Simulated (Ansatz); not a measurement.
Notes on RbSi$_{4}$BrO$_{6}$

```
Si Br O Rb
1.0
     2.59177    4.48907    0.00000
    -2.59177    4.48907    0.00000
     0.00000    0.00000    8.83961
Si Br O Rb
4 1 6 1
Direct
  0.33330 0.33340 0.20800
  0.66660 0.66670 0.20800
  0.33330 0.33340 0.79200
  0.66670 0.66670 0.79200
  0.00000 0.00000 0.00000
  0.50000 0.50000 0.31800
  0.50000 0.00000 0.31800
  0.00000 0.50000 0.31800
  0.00000 0.50000 0.68200
  0.50000 0.00000 0.68200
  0.50000 0.50000 0.68200
  0.00000 0.00000 0.50000
```

Method: r2SCAN, no spin polarisation; PAW, plane waves to 500 eV, 8×8×4 Γ-centred mesh, fermi-dirac occupations (width 0.1 eV) (Ansatz 0.2.0), atoms fixed.

(1) Is the cell too large or too small?

(2) Which atom feels the largest force, and which way?

(3) Give the Bader charges.

(4) Is there a gap?

Origin: a known structure type with other elements, at an estimated volume, so it need not be a known compound. Caveats: many states at the Fermi level without spin polarisation, so a magnetic state may lie lower; atoms or cell far from equilibrium.

## Answers

(1) The pressure is -13.0 GPa (compression positive), so with the atoms held at these fractions the cell would first shrink; the forces are large, so a full relaxation may end otherwise. The principal stresses -28.2, -5.5, -5.5 GPa differ, so its shape would change too.

(2) The largest is on Si1 (and as large on other atoms): 5.13 eV/Å, components (0.00, 0.00, 5.13). It makes 57° with the line to a nearest neighbour, O8 at 1.78 Å.

(3) Bader charges in e: Rb +0.91, Si +2.24, Br -0.63, O -1.54. In the mean Si gives up most and O takes most.

(4) It is a metal on this mesh, though the bands barely overlap, with about 3.6 states/eV a cell as the mean within 0.25 eV of the Fermi level, mostly O p (27 %), Si s (24 %) and Br p (22 %).
